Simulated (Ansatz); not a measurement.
The start is a relaxed PtSe2 cell, doubled along one cell vector, shaken by Gaussian noise of σ = 0.08 Å a coordinate. Cell shape, volume and atoms are optimised at zero target pressure with PBE (plane waves to 420 eV, PAW, scalar-relativistic; Ansatz, a quantum-chemistry and plane-wave program). The first steps use a coarse 3×6×7 k-mesh.

The start:
```
CELL_PARAMETERS angstrom
      8.37820     0.00000     0.00000
      0.00000     4.18910     0.00000
      0.00000     0.00000     3.52438
ATOMIC_POSITIONS crystal
  Pt 0.00634 0.98257 0.47760
  Pt 0.51896 0.98917 0.50875
  Se 0.97243 0.52963 0.98526
  Se 0.51308 0.50965 0.03421
  Se 0.24831 0.04665 0.98343
  Se 0.75881 0.96230 0.95833
```

What is the largest force in the starting geometry, and on which atom (counted from 1)?

About 1.0 eV/Å, on Se3 (atoms numbered as listed).

How much energy is released per atom?

0.14 eV/atom.

How does the volume per atom move from start to end?

+3.8 %, from 20.62 to 21.41 Å³/atom.

Is the parent structure recovered?

It does not go back: it reaches P222₁ (No. 17), 0.10 eV/atom below the parent.

How do the shortest distances between atoms change?

The closest pairs of elements (up to four, under 3.6 Å), start → end: Pt–Se 2.56 → 2.51 Å; Se–Se 2.55 → 2.78 Å; Pt–Pt 3.52 → 3.72 Å.

What band gap does the relaxed structure have at this level?

No gap (metallic).

Write out the relaxed structure.


Space group P222₁ (No. 17); a = 3.7205 Å, b = 3.9404 Å, c = 8.7612 Å, α = β = γ = 90.00°

```csv
atom,site,symmetry,x,y,z
Pt,2c,.2.,0.0000,0.1311,0.7500
Se,2d,.2.,0.5000,0.3871,0.2500
Se,2a,2..,0.2959,0.0000,0.0000
```

Final values are on a 13×12×6 k-mesh of the relaxed cell. No spin polarisation in the result.

The relaxed structure here is a generated cell of PtSe2: the first start was made by a random draw of sites in a space group, and the end was not matched to a known phase here, so it may be hypothetical. Known forms of PtSe2 include space group No. 164.
